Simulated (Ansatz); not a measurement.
Theory: Ansatz 0.2.0, DFT PBE, scalar-relativistic, plane waves, PAW. Settings: cutoff 420 eV, Γ-centred meshes spaced at most about 0.3 Å⁻¹, and about 0.25 Å⁻¹ or finer for metals (2π included), Gaussian smearing. No spin polarisation in the final relaxations.

All energies are static (0 K, no zero-point motion).

Compare these two cells of Li4SiN, each relaxed at this level.

A.

```
CELL_PARAMETERS angstrom
4.46907 0.00000 0.00000
-2.23454 3.87033 0.00000
0.00000 0.00000 4.87125
ATOMIC_POSITIONS crystal
Li 0.17219 0.82781 0.00000
Li 0.17219 0.34439 0.00000
Li 0.65561 0.82781 0.00000
Li 0.00000 0.00000 0.50000
Si 0.33333 0.66667 0.50000
N 0.66667 0.33333 0.00000
```

B.

```
CELL_PARAMETERS angstrom
0.00000 3.97009 3.97009
3.97009 0.00000 3.97009
3.97009 3.97009 0.00000
ATOMIC_POSITIONS crystal
Li 0.61797 0.12734 0.12734
Li 0.12734 0.61797 0.12734
Li 0.12734 0.12734 0.61797
Li 0.12734 0.12734 0.12734
Si 0.75000 0.75000 0.75000
N 0.00000 0.00000 0.00000
```

Question: Which is lower in energy, and by how much?

Answer: B is lower, by 49 meV/atom. A has space group P-6m2 (No. 187), 14.0 Å³/atom and no gap on its mesh; B has space group F-43m (No. 216), 20.9 Å³/atom and no gap. Counting Li or Si atoms around N (for each partner element, those within 1.25 times its shortest distance or 1.15 times the sum of covalent radii, where it is the nearest in units of that sum or under 1.3), A has N 6 and B has N 4. The lower one is the more open, so pressure narrows the difference. Even the lower one lies +0.52 eV/atom against the reference forms of the elements (uncorrected), so neither is stable at this level. Both come from invented guesses. A third cell relaxed alike, in P4/mmm, lies 0.67 eV/atom below the lower of the two.

Cells relaxed within their symmetry can be saddle points.
